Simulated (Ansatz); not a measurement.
CdSiN₂:
```
CdSiN2
1.0
    1.44878     0.83645     5.47256
   -1.44878     0.83645     5.47256
    0.00000    -1.67290     5.47256
Cd Si N
1 1 2
Direct
  0.00000   0.00000   0.00000
  0.50000   0.50000   0.50000
  0.77379   0.77379   0.77379
  0.22621   0.22621   0.22621
```

DFT-r²SCAN in the program Ansatz with PAW potentials gives a gap of 1.58 eV without spin–orbit coupling, maximum on the Γ–S0 line, 58 % of the way from Γ, minimum at Γ.

Problem. What happens when spin–orbit coupling is switched on?

Solution. The gap is nearly the same, to 1.58 eV; maximum on the Γ–S0 line, 58 % of the way from Γ, minimum at Γ.

Problem. Give the electron effective mass with spin–orbit coupling.

Solution. 0.14, 0.33, 0.33 mₑ (principal values).

Problem. Give the hole effective mass with spin–orbit coupling.

Solution. 0.32, 0.98, 1.5 mₑ (principal values).

Space group R-3m. The start of the workflow was typed in or built on a structure type; neither database checked (COD, Materials Project) lists it. Its standing as an ambient phase is unchecked. The r²SCAN relaxation kept the symmetry of its start; its stability against distortions is not shown here.

Potentials: the later of the program's two PAW sets.
